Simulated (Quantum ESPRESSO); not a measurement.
Ti3Ru3WSc, one composition in several site orders

Computed values, not a measurement. The program is pw.x of Quantum ESPRESSO 7.5 (plane-wave density functional theory). The cell is made up: eight metal atoms on a face-centred cubic lattice, with elements, volume, strain and displacements drawn at random and not relaxed, so it may be unstable or far from any real phase. PseudoDojo standard norm-conserving files set the functional (PBE unless stated); there is no spin polarisation or spin-orbit coupling, the Fermi-Dirac width of 0.25 eV means electrons at about 2900 K, and the masses in the input are unused placeholders. Heavy elements are run without spin-orbit coupling, which real alloys of them have. A spin test at this wide smearing found no moment, but such smearing suppresses magnetism that the real alloy may have.

The runs put one composition on the sites in different orders. Cell, positions, cutoff, mesh and smearing stay as in the input of run 1; sites are counted in its order. Stress in the tables is positive in tension.

Input of run 1:

```
&control calculation='scf', pseudo_dir='./dojo.nc.sr.pbe.v0_5.standard.upf', outdir='./o', disk_io='minimal', tprnfor=.true., tstress=.true. /
&system ibrav=0, nat=8, ntyp=4, nbnd=73, ecutwfc=84.00895049, nosym=.true., tot_charge=0,
 occupations='smearing', smearing='fd', degauss=0.0183746611
/
&electrons conv_thr=1.470e-08, electron_maxstep=70, mixing_beta=0.5 /
ATOMIC_SPECIES
Ru 1.0 Ru.upf
Sc 1.0 Sc.upf
Ti 1.0 Ti.upf
W 1.0 W.upf
CELL_PARAMETERS angstrom
0.0006 2.0757 2.0586
-4.2016 0.0077 -0.009
0.0335 -8.2826 8.2142
ATOMIC_POSITIONS angstrom
Ti 0.0259 -0.0083 0.0262
Ru 0.0033 -1.9929 2.0545
Ti 0.0 -4.1237 4.0817
Ru 0.0899 -6.2452 6.232
W -2.14 0.0202 2.0599
Sc -2.0971 -2.0984 4.0587
Ti -2.0589 -4.1435 6.2127
Ru -2.0633 -6.2358 8.2428
K_POINTS automatic
8 6 2 1 1 1
```

| run | elements on sites 1 to 8 | free energy less that of run 1 (eV) | -TS (eV) | pressure (GPa) | stress xx (GPa) | stress yy (GPa) | stress zz (GPa) | stress yz (GPa) | stress xz (GPa) | stress xy (GPa) | iterations |
| --- | --- | --- | --- | --- | --- | --- | --- | --- | --- | --- | --- |
| 1 | Ti Ru Ti Ru W Sc Ti Ru | 0.000 | -2.427 | -14.57 | 15.21 | 13.93 | 14.56 | -3.52 | 0.07 | -0.10 | 45 |
| 2 | Sc Ti Ti W Ru Ti Ru Ru | -0.370 | -2.469 | -14.96 | 19.28 | 12.83 | 12.77 | -1.73 | 0.07 | -0.04 | 29 |
| 3 | Ru Ti Ti Ru Sc W Ru Ti | -0.012 | -2.394 | -14.62 | 16.16 | 13.38 | 14.34 | -2.15 | 0.31 | -0.29 | 29 |
| 4 | Ti Ti W Ru Ru Ti Sc Ru | -0.290 | -2.410 | -14.61 | 16.21 | 13.88 | 13.73 | -2.34 | 0.27 | -0.27 | 28 |
| 5 | Ti Ru Ti Ru Ru Ti W Sc | -0.171 | -2.342 | -15.04 | 14.21 | 15.00 | 15.92 | -4.92 | 0.06 | -0.08 | 27 |
| 6 | Ru W Ti Sc Ti Ti Ru Ru | -0.482 | -2.412 | -14.39 | 15.71 | 13.32 | 14.13 | -3.01 | 0.01 | 0.01 | 37 |

Forces Fx Fy Fz (eV/Å):

```
site             run 1              run 2             run 3             run 4             run 5             run 6
   1  -0.16 0.66 -0.72   -0.19 0.13 -0.24  -0.15 0.04 -0.06  -0.06 0.59 -0.63  -0.17 -1.15 1.13  -0.06 -0.32 0.31
   2  -0.07 0.28 -0.49  -0.03 -0.01 -0.23  -0.20 -0.82 0.67  -0.03 0.25 -0.49  -0.02 -0.26 0.18  -0.14 -0.23 0.08
   3   0.10 -0.59 0.47    0.04 -0.93 0.75   0.06 -1.03 0.90   0.19 0.51 -0.60   0.07 -0.36 0.22  -0.02 -0.63 0.42
   4  -0.06 0.04 -0.07   -0.07 0.61 -0.54  -0.03 0.30 -0.26  -0.12 -0.29 0.29  -0.15 0.44 -0.46  -0.13 -0.23 0.24
   5    0.21 0.13 0.07    0.18 -0.54 0.66   0.31 0.75 -0.56   0.11 -0.16 0.26    0.10 0.02 0.06   0.17 0.92 -0.75
   6   0.01 0.69 -0.52    -0.03 0.13 0.21  -0.02 -0.15 0.25   -0.04 0.00 0.26  -0.03 0.81 -0.71   0.02 0.31 -0.18
   7  -0.08 -0.99 1.00    0.00 -0.13 0.15  -0.03 0.00 -0.05  -0.07 -0.85 0.86  -0.04 0.09 -0.01   0.08 0.63 -0.63
   8   0.04 -0.23 0.26    0.10 0.73 -0.76   0.06 0.90 -0.90   0.01 -0.05 0.06   0.24 0.40 -0.41   0.07 -0.46 0.52
```

The sites are displaced and not relaxed, so the energy differences mix bonding between neighbours with strain and are not ordering energies. A rerun of one cell of this series at a higher cutoff and on a denser mesh moved values by no more than 0.005 eV in energy, 0.06 GPa in stress and 0.004 eV/Å in force, and a second program with other atomic files agreed on that cell to 2 % rms in force and 0.5 GPa in pressure.